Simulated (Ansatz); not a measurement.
# Zone-centre phonons of HfGe at -1.5 GPa: input and output

All numbers below come from Ansatz 0.2.0, DFT PBEsol, scalar-relativistic, plane waves, PAW.

Launched with:
```bash
ansatz run input.yaml --threads 1 --pin off --max-ram 1228MiB --backend cpu --events-out ev --progress --plain --runs-dir out
```

Input (bare energies are in eV):
```yaml
crystal:
  lattice:
    - [3.3234, 0.0, 0.0]
    - [0.0, 3.3234, 0.0]
    - [0.0, 0.0, 3.3234]
  atoms:
    - { symbol: Hf, position: [0.0, 0.0, 0.0] }
    - { symbol: Ge, position: [0.5, 0.5, 0.5] }
basis:
  ecutwfc: 420
kpoints:
  mp_grid: { grid: [12, 12, 12] }
hamiltonian:
  xc: pbesol
scf:
  occupations: { method: fermi_dirac, width: 0.15 }
output:
  eigenvalues: true
phonons:
  method: dfpt
  eigenvectors: true
```

Results section of the output:
```
--- Phonons (Γ-DFPT): 2 representative perturbations + reference, on 196 of 1728 k-points (Σ response iterations 7) ---
  k mesh reduced under 8 symmetry operations, with k and −k counted as one. Each operation leaves every solved perturbation unchanged. A smaller set is not used because it would not reduce the number of displacements ...
  ASR residual: 5.212e-4 → 0.000e0 eV/Å²; symmetrization residual: 5.600e-6 eV/Å²
  ASR residual per site (eV/Å²): 5.21e-4 2.89e-5
  Γ frequencies (cm⁻¹): 0.00 0.00 0.00 151.63 151.63 151.63
  non-analytic LO–TO correction: not included (Born effective charges unavailable; polar crystals: no LO–TO splitting at Γ)
```

It took 27 s on 1 thread of Intel(R) Xeon(R) 6975P-C (Granite Rapids), on a shared host, peak memory 0.89 GiB.

The cell is the ideal cubic caesium chloride prototype; whether it is the stable structure of this composition wasn't checked. In a metal, frequencies and elastic constants depend on the k mesh and the smearing, soft modes and shear constants most. Spin–orbit coupling is left out, which can shift energies with elements as heavy as these.